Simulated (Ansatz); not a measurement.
Sc2GeB2: computed property card

Sc$_{2}$GeB$_{2}$:
```yaml
crystal:
  lattice:
    - [3.14997, 0.00000, 0.00000]
    - [-1.57499, 2.72796, 0.00000]
    - [0.00000, 0.00000, 7.81634]
  atoms:
    - { symbol: Sc, position: [0.33333, 0.66667, 0.71681] }
    - { symbol: Sc, position: [0.33333, 0.66667, 0.28319] }
    - { symbol: Ge, position: [0.00000, 0.00000, 0.00000] }
    - { symbol: B, position: [0.00000, 0.00000, 0.50000] }
    - { symbol: B, position: [0.66667, 0.33333, 0.50000] }
```

Space group P-6m2 (No. 187); conventional cell a = b = 3.1500 Å, c = 7.8163 Å, α = β = 90.00°, γ = 120.00°.

Method: PBEsol (plane waves, PAW; program Ansatz). The cell and atoms are relaxed at this level. Other levels are named where they apply.

Cell and energy:

* **Volume per atom**: 13.43 Å³
* **Density**: 4.55 g/cm³
* **Formation energy from the elements (no fitted shifts)**: -0.80 eV/atom

Electronic structure:

- Electronic character: metallic (no gap)
- Density of states at the Fermi level: 0.57 states/eV per atom (mean over ±0.08 eV)
- Gap with spin–orbit coupling: none (metallic)

Mechanics:

Bulk modulus (Birch–Murnaghan fit): 134 GPa
Pressure derivative B′: 4.2

Phonons:

Highest zone-centre frequency: 810 cm^-1
Zone-centre stability: no imaginary mode at Γ

The start of the workflow was typed in or built on a structure type; neither database checked (COD, Materials Project) lists it. Its standing as an ambient phase is unchecked. The PBEsol relaxation kept the symmetry of its start. No spin polarisation was allowed. As this level gives no gap, phonon frequencies hold no LO–TO term and depend on the k-mesh and smearing (Fermi–Dirac, 0.1 eV here). The references are the lowest solids computed at this level, not always the standard phases. Spin–orbit coupling is left out wherever it is not named.

Potentials: the earlier of the program's two PAW sets. The files were generated under PBE; for other functionals the program regenerates the frozen cores, and for LDA and PBEsol the local potential too.
